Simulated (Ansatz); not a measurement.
Ir (bcc (W type), space group No. 229) at seven volumes, the program Ansatz at the PBEsol level (PAW), scaled uniformly. One row is withheld.

| V (Å³/atom) | P (GPa) |
|---|---|
| 13.238 | 41.00 |
| 13.675 | ? |
| 14.111 | 11.31 |
| 14.547 | 0.00 |
| 14.984 | -9.45 |
| 15.420 | -17.32 |
| 15.857 | -23.85 |

### Question
Fit the shown pressures and predict the withheld one.

### Answer
Third-order Birch–Murnaghan: P = (3/2)B₀(x^(7/2) − x^(5/2))[1 + (3/4)(B′ − 4)(x − 1)] with x = (V₀/V)^(2/3). Least squares on the six rows gives V₀ = 14.547 Å³/atom, B₀ = 343.3 GPa, B′ = 5.00. At V = 13.675, x = 1.0421 and P = 24.77 GPa. The run itself gave 24.84 GPa.

Space group Im-3m (bcc (W type)). The start of the workflow was typed in or built on a structure type; neither database checked (COD, Materials Project) lists it. It is not the phase usual at ambient conditions (space group No. 225). The cell was relaxed with PBEsol under the symmetry of its start. At this level the phase is mechanically unstable. No spin polarisation was allowed. Spin–orbit coupling is left out wherever it is not named.

Potentials: the earlier of the program's two PAW sets. The files were generated under PBE; for other functionals the program regenerates the frozen cores, and for LDA and PBEsol the local potential too.
